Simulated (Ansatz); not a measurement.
The elements of this relaxed trial crystal are hidden behind letters.

```
lattice vectors (Å)
   4.8997    0.0000    0.0000
   0.0000    2.7797    0.0000
  -1.3569    0.0000    5.4501
fractional positions
X 0.2606 0.0000 0.0600
X 0.2574 0.5000 0.5882
X 0.7394 0.0000 0.9400
X 0.7426 0.5000 0.4118
Z 0.6515 0.5000 0.7201
Z 0.3485 0.5000 0.2799
```

Theory: Ansatz 0.2.0, DFT PBE, scalar-relativistic, plane waves, PAW. Settings of the last relaxation (6-atom cell): 420 eV, 8×14×8 k points, Gaussian smearing of 0.10 eV, no spin polarisation.

- Space group: P2/m (No. 10)
- Conventional cell: a = 4.900 Å, b = 2.780 Å, c = 5.616 Å, β = 104.0°
- Volume per atom: 12.37 Å³
- Density: 3.14 g/cm³
- Energy over the elements: −0.08 eV/atom
- Gap on the 8×14×8 mesh of the 6-atom cell: 0 eV (a metal)

Energies are uncorrected and count from the elements' standard states at the same level.

Task: X is a p-block element of period 3 and Z is a p-block element of period 2. Which elements are they?

Result: X = Si, Z = N, so the formula is Si2N. Density times volume gives a mean mass of 3.14 × 12.37/1.6605 = 23.4 u per atom, and this set has 23.4 u. Si on its first site has 2 N at 1.84 Å and 2 Si at 2.48–2.59 Å; around Si on its second site lie 2 N at 1.89 Å and 1 Si at 2.48 Å; around N lie 4 Si at 1.84–1.89 Å. Other sets within the hints have nearly the same mass, so mass alone doesn't settle it; this one was computed.

This cell was reached by moving the atoms of another relaxed cell at random and relaxing again, last within the group found; it had no such test of its own.
